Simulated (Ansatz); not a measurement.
Relaxation of a generated cell, Co2Si built in the Cu2Sb structure type; 6 atoms in the cell, which starts as P4/nmm, origin choice 1 (No. 129), tP6; a = 3.450 Å, b = 3.450 Å, c = 5.264 Å, α = 90.00°, β = 90.00°, γ = 90.00°. Calculation: r2SCAN (plane waves to 500 eV, PAW, scalar-relativistic; Ansatz, a program for electronic structure). Γ-centred k-mesh 7×7×5 on the run's cell (coarser than for final values), Fermi–Dirac smearing 0.05 eV. This is the first round of the run. Spin-polarised start, with parallel moments on Co.

The optimiser's lines from the output (shortened; P is positive under compression):

```
relax step   1: F+E_penalty+E_count = -21803.51862120 eV  Δ(F+E_penalty+E_count) = +0.000e0 eV  max|allowed force component| = 3.813e0 eV/Å  Δτ_max = 0.0000 Å  P = +27.951 GPa  Ω = 62.644 Å³  (27 SCF iters, dr2 threshold 1.00e-7 eV, accepted)
relax step   2: F+E_penalty+E_count = -21804.31774880 eV  Δ(F+E_penalty+E_count) = -7.991e-1 eV  max|allowed force component| = 2.516e0 eV/Å  Δτ_max = 0.0710 Å  P = +12.765 GPa  Ω = 65.348 Å³  (18 SCF iters, dr2 threshold 6.00e-7 eV, accepted)
relax step   3: F+E_penalty+E_count = -21805.13681410 eV  Δ(F+E_penalty+E_count) = -8.191e-1 eV  max|allowed force component| = 8.130e-1 eV/Å  Δτ_max = 0.1666 Å  P = -2.667 GPa  Ω = 68.868 Å³  (19 SCF iters, dr2 threshold 6.00e-7 eV, accepted)
relax step   4: F+E_penalty+E_count = -21805.36093159 eV  Δ(F+E_penalty+E_count) = -2.241e-1 eV  max|allowed force component| = 6.760e-2 eV/Å  Δτ_max = 0.1472 Å  P = +3.674 GPa  Ω = 66.161 Å³  (17 SCF iters, dr2 threshold 6.00e-7 eV, accepted)
relax step   5: F+E_penalty+E_count = -21805.37522847 eV  Δ(F+E_penalty+E_count) = -1.430e-2 eV  max|allowed force component| = 5.352e-2 eV/Å  Δτ_max = 0.0136 Å  P = -0.500 GPa  Ω = 67.473 Å³  (18 SCF iters, dr2 threshold 6.00e-7 eV, accepted)
relax step   6: F+E_penalty+E_count = -21805.37637365 eV  Δ(F+E_penalty+E_count) = -1.145e-3 eV  max|allowed force component| = 4.106e-2 eV/Å  Δτ_max = 0.0029 Å  P = -0.100 GPa  Ω = 67.378 Å³  (15 SCF iters, dr2 threshold 6.00e-7 eV, accepted)
relax step   7: F+E_penalty+E_count = -21805.37678716 eV  Δ(F+E_penalty+E_count) = -4.135e-4 eV  max|allowed force component| = 3.367e-3 eV/Å  Δτ_max = 0.0046 Å  P = +0.002 GPa  Ω = 67.406 Å³  (13 SCF iters, dr2 threshold 2.99e-7 eV, accepted)
relax step   8: F+E_penalty+E_count = -21805.38079150 eV  Δ(F+E_penalty+E_count) = -4.004e-3 eV  max|allowed force component| = 3.168e-3 eV/Å  Δτ_max = 0.0000 Å  P = +0.025 GPa  Ω = 67.406 Å³  stress off target by 5.47e-2 GPa  SCF on the basis re-selected at this cell (its energy is not comparable with the rows above)  (20 SCF iters)
relax step   9: F+E_penalty+E_count = -21805.38078775 eV  Δ(F+E_penalty+E_count) = +3.750e-6 eV  max|allowed force component| = 3.357e-4 eV/Å  Δτ_max = 0.0002 Å  P = -0.000 GPa  Ω = 67.416 Å³  (10 SCF iters, dr2 threshold 7.49e-9 eV, accepted)
relax step  10: F+E_penalty+E_count = -21805.38078775 eV  Δ(F+E_penalty+E_count) = -4.598e-9 eV  max|allowed force component| = 3.424e-4 eV/Å  Δτ_max = 0.0000 Å  P = -0.000 GPa  Ω = 67.416 Å³  stress off target by 5.33e-4 GPa  SCF on the basis re-selected at this cell (its energy is not comparable with the rows above)  (24 SCF iters)
```

From the first to the last row the energy changes by -0.31 eV/atom and the volume by +7.6 %. The last row is marked as not comparable with the walk above it, whose basis was carried along; it does compare with step 1, since both stand on a basis selected at the nominal cutoff for their own cell.

Later rounds, restarted from the end of this one on a renewed k-mesh, logged 12 more steps and released under 0.01 eV/atom more. The final structure after all rounds: P4/nmm, origin choice 1 (No. 129), tP6, AFLOW prototype A2B_tP6_129_ac_c (C38, as in Cu2Sb); a = b = 3.446 Å, c = 5.674 Å, α = β = γ = 90.00°. Between re-selections the logged energies stand on a plane-wave basis carried along with the cell. Spin state reached: ferromagnetic (net 0.63 μB/atom), from parallel starting moments; other spin orders were not run from this start. r2SCAN tends to overstate moments in metals.

The run could not lose the symmetry of its start: the end is stationary, and may be a saddle point rather than a minimum.

The relaxed structure here is a generated cell of Co2Si: the first start was made by placing the elements on the sites of a structure type, and the end was not matched to a known phase here, so it may be hypothetical.
